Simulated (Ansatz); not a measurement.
K4CdP2:
```xyz
7
Lattice="2.8138 1.6246 8.9481 -2.8138 1.6246 8.9481 0.0000 -3.2491 8.9481" Properties=species:S:1:pos:R:3 pbc="T T T"
K      0.0000     0.0000    23.9715
K      0.0000     0.0000     2.8728
K      0.0000     0.0000    19.0021
K      0.0000     0.0000     7.8423
Cd     0.0000     0.0000    13.4222
P      0.0000     0.0000    11.0377
P      0.0000     0.0000    15.8066
```

DFT-PBEsol in the program Ansatz with PAW potentials gives a gap of 0.86 eV without spin–orbit coupling, maximum at F, minimum at Γ.

What happens when spin–orbit coupling is switched on?

The gap stays essentially unchanged, to 0.86 eV; maximum at F, minimum at Γ.

Give the electron effective mass with spin–orbit coupling.

0.23, 0.29, 0.29 mₑ (principal values).

Give the hole effective mass with spin–orbit coupling.

1.1, 3.4, 9.4 mₑ (principal values).

Space group R-3m. The first step of the workflow began from a Materials Project structure, measured or hypothetical; the Crystallography Open Database copy checked does not list it. Whether it is the stable phase at ambient conditions was not checked. The PBEsol relaxation kept the symmetry of its start; whether a distortion lowers the energy is not shown.

Potentials: the later of the program's two PAW sets.
